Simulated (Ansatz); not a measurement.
Run on Si (diamond type): DFT, LDA, all-electron LAPW, scalar-relativistic (Ansatz 0.2.0). This run: ground state by LAPW.

The cell is held at a set volume and isn't relaxed, so it needn't be at zero pressure.

Command: `ansatz run input.yaml --threads 2 --pin off --max-ram 5120MiB --backend cpu --events-out ev --progress --plain --runs-dir out` It took 3.9 s on 2 threads of Intel(R) Xeon(R) 6975P-C (Granite Rapids), with other jobs on the host, peak memory 0.44 GiB.

```yaml
crystal:
  lattice:
    - [5.4709431802, 0.0, 0.0]
    - [0.0, 5.4709431802, 0.0]
    - [0.0, 0.0, 5.4709431802]
  atoms:
    - { symbol: Si, position: [0.875, 0.375, 0.375] }
    - { symbol: Si, position: [0.375, 0.875, 0.375] }
    - { symbol: Si, position: [0.375, 0.375, 0.875] }
    - { symbol: Si, position: [0.875, 0.875, 0.875] }
    - { symbol: Si, position: [0.125, 0.125, 0.125] }
    - { symbol: Si, position: [0.625, 0.625, 0.125] }
    - { symbol: Si, position: [0.625, 0.125, 0.625] }
    - { symbol: Si, position: [0.125, 0.625, 0.625] }
kpoints:
  mp_grid: { grid: [4, 4, 4] }
scf:
  occupations: { method: fermi_dirac, width: 0.0272 }
hamiltonian:
  xc: lda
  pseudopotentials: { kind: all_electron, lapw: { basis_error: 0.001 } }
output:
  forces: true
  stress: true
  eigenvalues: true
```

Output:

```
LAPW: plane waves up to 7.516 Å⁻¹, error target 1.0e-3 eV per atom; small_component_spin mean_spin; Si in spheres of 1.184 Å, 12 of its electrons in bands, Dirac shells [] (how accurate: hamiltonian.pseudopotentials.lapw.basis_error, Limitations)
Engine: ansatz 0.2.0
Pseudopotentials: kind: all_electron
Pseudopotential: Si, LAPW, valence charge 12, lapw/all_electron/scalar/gaussian/Si, Koelling and Harmon's equation, gaussian nucleus
Functional definition: SPW92
  exchange = slater_x
  correlation = pw_c
Crystal: 8 atoms, lattice volume = 163.752 Å³
Basis set: ecut = 215.25377098103283 eV, 1189 PW (Γ), exchange–correlation at level 2
Bands: 58, of which v1, the nominal top of the filled ones, is band 48 counted from 1 (47 counted from 0)
Symmetry: 192 space group operations
Space group: Fd-3m (ITA 227), of the structure as read, at distance tolerance 5.5e-5 Å
k-points: 10 of 64
Non-local potential: Si, projectors of the file, none
Initial density: superposition of atomic densities (chi_scale 0.1, normalization cell)
Initial wavefunctions: plane waves of lowest kinetic energy (no species holds an atomic orbital)
Functional: x = slater, c = lda
iter 1 solved again at ethr=3.11e-3 eV; its pass at ethr=1.00e-1 eV (dr2=2.99e0 eV) is discarded
SCF iter   1: F=—  HF=-62922.285233 eV  |F-HF|=—  |Δ(HF+E_count)|=         —  Δρ=4.13e-2  dr2=2.99e0  ethr=3.11e-3  ⟨swp⟩=2.0  Hψ=4107  notcnv=0
preconditioner: auto → Resta (q_TF=auto, 2.496 Å⁻¹)  ε∞=5.0  [insulator: Δε(μ)=0.929 eV  Ē_g=8.257 eV  σ=0.027 eV  W_gap=1.00  n_scr=32 (ndim 8)  ℏωp=16.4 eV  f_vac=0.000  D(μ)=0.00/eV (n_scr^D=0)  ε∞_Penn≈5.0]
SCF iter   2: F=—  HF=-62921.760426 eV  |F-HF|=—  |Δ(HF+E_count)|=   5.25e-1  Δρ=2.49e-2  dr2=1.23e0  ethr=3.11e-3  ⟨swp⟩=2.0  Hψ=1632  notcnv=0
iter 3 solved again at ethr=1.66e-5 eV; its pass at ethr=1.28e-3 eV (dr2=1.59e-2 eV) is discarded
SCF iter   3: F=—  HF=-62921.378321 eV  |F-HF|=—  |Δ(HF+E_count)|=   3.82e-1  Δρ=2.69e-3  dr2=1.55e-2  ethr=1.66e-5  ⟨swp⟩=2.9  Hψ=2975  notcnv=0
SCF iter   4: F=—  HF=-62921.379736 eV  |F-HF|=—  |Δ(HF+E_count)|=         —  Δρ=5.33e-4  dr2=9.48e-4  ethr=1.62e-5  ⟨swp⟩=2.0  Hψ=1579  notcnv=0
the basis was enlarged: its passes take 385.0 KiB over the memory plan, 2 of 2 planned eigensolver slots
SCF iter   5: F=—  HF=-62921.379678 eV  |F-HF|=—  |Δ(HF+E_count)|=   5.78e-5  Δρ=1.89e-4  dr2=4.82e-5  ethr=9.87e-7  ⟨swp⟩=3.0  Hψ=1612  notcnv=0
SCF iter   6: F=—  HF=-62921.379709 eV  |F-HF|=—  |Δ(HF+E_count)|=   3.03e-5  Δρ=2.88e-5  dr2=9.80e-7  ethr=5.02e-8  ⟨swp⟩=2.9  Hψ=1569  notcnv=0
SCF iter   7: F=-62921.379707 eV  HF=-62921.379707 eV  |F-HF|=3.70e-8  |Δ(HF+E_count)|=   1.50e-6  Δρ=4.57e-6  dr2=1.72e-8  ethr=1.02e-9  ⟨swp⟩=3.0  Hψ=1592  notcnv=0
SCF 1 converged in 7 iterations: F = -62921.379707 eV  dr2 = 1.72e-8
SCF converged after 7 iterations
Free energy (F): -62921.379707 eV
Harris-Foulkes:  -62921.379707 eV  (|F-HF|=3.70e-8)
Internal energy: -62921.379704 eV  (E = F + TS)
E sigma→0 (E₀):  -62921.379706 eV
Entropy (-TS):   -0.000003 eV (-0.000 meV/atom)
Fermi energy:    7.298851 eV
--- Per-component energies (eV) ---
  E_band       = -5919.167502
  E_kinetic    = 63027.160657
  E_xc         = -4318.291334
  E_electrostatic = -121630.249027  (all electrons and nuclei)
  E_smearing   = -0.000003  (= −TS)
  E_closure    = 0.000000  (closes the sum)
  E_atoms      = -62873.843190  (free atoms, spherical and without spin; not in F)
  Σ components = -62921.379707   (vs F -62921.379707, Δ=0.00e0)
  Basis errors (estimates in eV, not in F): energy 4.6e-4 per atom: plane waves 4.3e-4 (2.5e-4 summed), levels above the bands 6.8e-51, relativity 1.9e-9, radial functions 3.4e-5, core shells 1.1e-15; eigenvalues (radial functions only) 7.0e-7; not estimated: angular momenta, meshes, grids; target (lapw.basis_error) 1.0e-3; muffin-tin radii Si 1.184 Å
--- Forces (eV/Å), atoms counted from 1 ---
  atom   1  Si    -0.00000000     0.00000000    -0.00000000
  atom   2  Si     0.00000000     0.00000000     0.00000000
  atom   3  Si    -0.00000000     0.00000000     0.00000000
  atom   4  Si    -0.00000000    -0.00000000    -0.00000000
  atom   5  Si    -0.00000000     0.00000000     0.00000000
  atom   6  Si     0.00000000     0.00000000     0.00000000
  atom   7  Si    -0.00000000    -0.00000000    -0.00000000
  atom   8  Si     0.00000000     0.00000000    -0.00000000
  max |Σ_I F_I| component: 1.15e-18 eV/Å
--- Stress (GPa, compression-positive) ---
       -3.412365      -0.000000       0.000000
       -0.000000      -3.412365       0.000000
        0.000000       0.000000      -3.412365
  P = ⅓ Tr σ = -3.4124 GPa (-34.124 kbar)
--- Band table (eV; the first three rows and the last of 10) ---
  k-point 0: bands = ["-125.8714", "-125.8677", "-125.8677", "-125.8677", "-125.8677", "-125.8677", "-125.8677", "-125.8641", "-82.7188", "-82.7188", "-82.7188", "-82.7188", "-82.7188", "-82.7188", "-82.7165", "-82.7165", "-82.7165", "-82.7087", "-82.7087", "-82.7087", "-82.7087", "-82.7087", "-82.7087", "-82.7008", "-82.7008", "-82.7008", "-82.6985", "-82.6985", "-82.6985", "-82.6985", "-82.6985", "-82.6985", "-4.7815", "-0.7193", "-0.7193", "-0.7193", "-0.7193", "-0.7193", "-0.7193", "4.2377", "4.2377", "4.2377", "4.2377", "4.2377", "4.2377", "7.0335", "7.0335", "7.0335", "7.6807", "7.6807", "7.6807", "7.6807", "7.6807", "7.6807", "9.5503", "9.5503", "9.5503", "9.9638"]
  k-point 1: bands = ["-125.8711", "-125.8691", "-125.8677", "-125.8677", "-125.8677", "-125.8677", "-125.8663", "-125.8644", "-82.7188", "-82.7188", "-82.7188", "-82.7188", "-82.7185", "-82.7185", "-82.7169", "-82.7169", "-82.7159", "-82.7117", "-82.7087", "-82.7087", "-82.7087", "-82.7087", "-82.7057", "-82.7014", "-82.7004", "-82.7004", "-82.6988", "-82.6988", "-82.6985", "-82.6985", "-82.6985", "-82.6985", "-4.5137", "-2.4334", "-0.6445", "-0.6445", "-0.6445", "-0.6445", "1.3086", "3.6774", "3.6774", "3.6774", "3.6774", "4.4789", "4.4789", "5.6563", "6.2441", "6.2441", "7.5839", "8.5063", "8.9288", "8.9288", "8.9288", "8.9288", "8.9840", "10.6625", "10.6625", "11.0876"]
  k-point 2: bands = ["-125.8703", "-125.8703", "-125.8677", "-125.8677", "-125.8677", "-125.8677", "-125.8652", "-125.8652", "-82.7188", "-82.7188", "-82.7188", "-82.7188", "-82.7177", "-82.7177", "-82.7177", "-82.7177", "-82.7142", "-82.7142", "-82.7087", "-82.7087", "-82.7087", "-82.7087", "-82.7031", "-82.7031", "-82.6996", "-82.6996", "-82.6996", "-82.6996", "-82.6985", "-82.6985", "-82.6985", "-82.6985", "-3.7202", "-3.7202", "-0.5624", "-0.5624", "-0.5624", "-0.5624", "3.2478", "3.2478", "3.2478", "3.2478", "3.4931", "3.4931", "5.1822", "5.1822", "5.1822", "5.1822", "8.0960", "8.0960", "10.0696", "10.0696", "11.2185", "11.2185", "11.2185", "11.2185", "11.8764", "11.8764"]
  k-point 9: bands = ["-125.8696", "-125.8696", "-125.8696", "-125.8696", "-125.8659", "-125.8659", "-125.8659", "-125.8659", "-82.7177", "-82.7177", "-82.7177", "-82.7177", "-82.7177", "-82.7177", "-82.7177", "-82.7177", "-82.7149", "-82.7149", "-82.7149", "-82.7149", "-82.7025", "-82.7025", "-82.7025", "-82.7025", "-82.6997", "-82.6997", "-82.6997", "-82.6997", "-82.6997", "-82.6997", "-82.6997", "-82.6997", "-2.5006", "-2.5006", "-2.5006", "-2.5006", "0.1413", "0.1413", "0.1413", "0.1413", "5.8568", "5.8568", "5.8568", "5.8568", "5.8568", "5.8568", "5.8568", "5.8568", "8.3733", "8.3733", "8.3733", "8.3733", "10.3394", "10.3394", "10.3394", "10.3394", "10.3394", "10.3394"]
```

Next run (atom 1 (Si) replaced by P), as changes to the input before:

```diff
   atoms:
-    - { symbol: Si, position: [0.875, 0.375, 0.375] }
+    - { symbol: P, position: [0.875, 0.375, 0.375] }
```

Command: `ansatz run input.yaml --threads 2 --pin off --max-ram 5120MiB --backend cpu --events-out ev --progress --plain --runs-dir out` It took 8.6 s on 2 threads of Intel(R) Xeon(R) 6975P-C (Granite Rapids), on a shared host, peak memory 0.49 GiB.

Results part of the output:

```
SCF 1 converged in 9 iterations: F = -64335.290046 eV  dr2 = 5.20e-8
SCF converged after 9 iterations
Free energy (F): -64335.290046 eV
Harris-Foulkes:  -64335.290046 eV  (|F-HF|=2.30e-8)
Internal energy: -64335.281247 eV  (E = F + TS)
E sigma→0 (E₀):  -64335.285646 eV
Entropy (-TS):   -0.008798 eV (-1.100 meV/atom)
Fermi energy:    7.889803 eV
--- Per-component energies (eV) ---
  E_band       = -6176.490059
  E_kinetic    = 64444.965748
  E_xc         = -4377.713944
  E_electrostatic = -124402.533052  (all electrons and nuclei)
  E_smearing   = -0.008798  (= −TS)
  E_closure    = 0.000000  (closes the sum)
  E_atoms      = -64287.933984  (free atoms, spherical and without spin; not in F)
[... lines left out ...]
  atom   4  Si    -0.00000000     0.00000000    -0.00000000
  atom   5  Si     0.06939151    -0.06939151    -0.06939151
  atom   6  Si    -0.06939151     0.06939151    -0.06939151
  atom   7  Si    -0.06939151    -0.06939151     0.06939151
  atom   8  Si     0.06939151     0.06939151     0.06939151
  max |Σ_I F_I| component: 2.78e-17 eV/Å
--- Stress (GPa, compression-positive) ---
       -5.554841       0.000000      -0.000000
        0.000000      -5.554841      -0.000000
       -0.000000      -0.000000      -5.554841
  P = ⅓ Tr σ = -5.5548 GPa (-55.548 kbar)
--- Band table (eV; the first three rows and the last of 10) ---
  k-point 0: bands = ["-160.7144", "-126.1078", "-126.1078", "-126.1078", "-126.1078", "-125.8576", "-125.8576", "-125.8576", "-112.0666", "-112.0666", "-112.0666", "-82.9842", "-82.9842", "-82.9842", "-82.9841", "-82.9385", "-82.9385", "-82.9385", "-82.9384", "-82.9384", "-82.9384", "-82.9381", "-82.9381", "-82.7004", "-82.7004", "-82.7004", "-82.7001", "-82.7001", "-82.7001", "-82.6989", "-82.6989", "-82.6989", "-5.4791", "-2.6449", "-0.8935", "-0.8935", "-0.8935", "-0.6785", "-0.6785", "3.5501", "3.5501", "3.5501", "4.2591", "4.2591", "4.2591", "6.7009", "6.7009", "6.7009", "7.0382", "7.6068", "7.6068", "7.6068", "7.6772", "7.6772", "9.3475", "9.3475", "9.3475", "9.4229", "14.4679"]
  k-point 1: bands = ["-160.7144", "-126.1078", "-126.1078", "-126.1078", "-126.1078", "-125.8576", "-125.8576", "-125.8576", "-112.0666", "-112.0666", "-112.0666", "-82.9842", "-82.9842", "-82.9842", "-82.9841", "-82.9385", "-82.9385", "-82.9385", "-82.9384", "-82.9384", "-82.9383", "-82.9381", "-82.9381", "-82.7004", "-82.7004", "-82.7004", "-82.7001", "-82.7001", "-82.7001", "-82.6989", "-82.6989", "-82.6989", "-5.2831", "-3.1258", "-1.6854", "-0.8186", "-0.8186", "-0.6030", "0.9966", "3.1040", "3.2488", "3.2488", "3.6952", "4.2607", "4.2607", "5.2941", "5.9852", "5.9852", "7.3323", "8.3177", "8.4778", "8.7836", "8.7836", "8.8629", "8.9259", "10.4052", "10.4052", "10.6305", "13.3718"]
  k-point 2: bands = ["-160.7144", "-126.1078", "-126.1078", "-126.1078", "-126.1078", "-125.8576", "-125.8576", "-125.8576", "-112.0666", "-112.0666", "-112.0666", "-82.9842", "-82.9842", "-82.9842", "-82.9842", "-82.9385", "-82.9385", "-82.9385", "-82.9384", "-82.9384", "-82.9383", "-82.9382", "-82.9381", "-82.7004", "-82.7004", "-82.7004", "-82.7001", "-82.7001", "-82.7001", "-82.6989", "-82.6989", "-82.6989", "-4.9794", "-3.7308", "-1.7789", "-0.7363", "-0.7363", "-0.5199", "2.5349", "2.8972", "2.8972", "3.0395", "3.2636", "3.4252", "4.6477", "4.6477", "5.2012", "5.2012", "7.7952", "7.9499", "9.8233", "9.8952", "10.7811", "11.1810", "11.1810", "11.2073", "11.2649", "11.2649", "11.3400"]
  k-point 9: bands = ["-160.7144", "-126.1078", "-126.1078", "-126.1078", "-126.1078", "-125.8576", "-125.8576", "-125.8576", "-112.0666", "-112.0666", "-112.0666", "-82.9843", "-82.9842", "-82.9842", "-82.9842", "-82.9384", "-82.9384", "-82.9384", "-82.9384", "-82.9384", "-82.9383", "-82.9383", "-82.9383", "-82.7003", "-82.7003", "-82.7003", "-82.7002", "-82.7002", "-82.7002", "-82.6991", "-82.6988", "-82.6988", "-4.5632", "-2.5182", "-2.5182", "-2.5182", "-0.2924", "-0.0512", "-0.0512", "-0.0512", "4.8819", "4.8819", "4.8819", "5.8680", "5.8680", "5.8680", "5.8779", "5.8779", "7.0368", "8.3089", "8.3089", "8.3089", "9.9589", "9.9589", "9.9589", "10.2827", "10.2827", "10.3815", "10.3815"]
```
